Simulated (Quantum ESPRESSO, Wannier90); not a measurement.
# Wannier functions of AlSb (zinc blende)

```xyz
2
Lattice="0.0000 3.0925 3.0925 3.0925 0.0000 3.0925 3.0925 3.0925 0.0000" Properties=species:S:1:pos:R:3 pbc="T T T"
Al     0.0000     0.0000     0.0000
Sb     1.5463     1.5463     1.5463
```

Structure: Materials Project mp-2624, symmetrised, not relaxed again. COD (Crystallography Open Database) has an entry of this formula and space group (matched by these alone). Method: PBE plane waves in Quantum ESPRESSO 7.5 (PseudoDojo norm-conserving files, 64 Ry, no spin polarisation, no spin-orbit coupling), Bloch states on a 8×8×8 mesh through Γ, Wannier90 4.0.1. Density: 8×8×8 mesh, cold smearing 0.01 Ry. Spin-orbit coupling is left out although heavy elements are present.

Bands 7-9 form an isolated set from -5.43 to 0.00 eV relative to the valence-band maximum (on the path) and are turned into 3 Wannier functions by minimising the spread from the start: atomic waves Sb 5p.

Centres (Cartesian, Å; one of the equivalent choices) and spreads:

```csv
n,x,y,z,spread (Å²),nearest atom
1,1.546,1.546,1.546,4.307,Sb2
2,1.546,1.546,1.546,4.307,Sb2
3,1.546,1.546,1.546,4.307,Sb2
```

Ω_I = 11.65 Å², Ω_total = 12.92 Å²; the interpolated bands follow pw.x to 16 meV rms on the path. Only this start was tried; a symmetric start can stop on a saddle, and mixtures of these functions could lower the total by at most Ω_total − Ω_I.
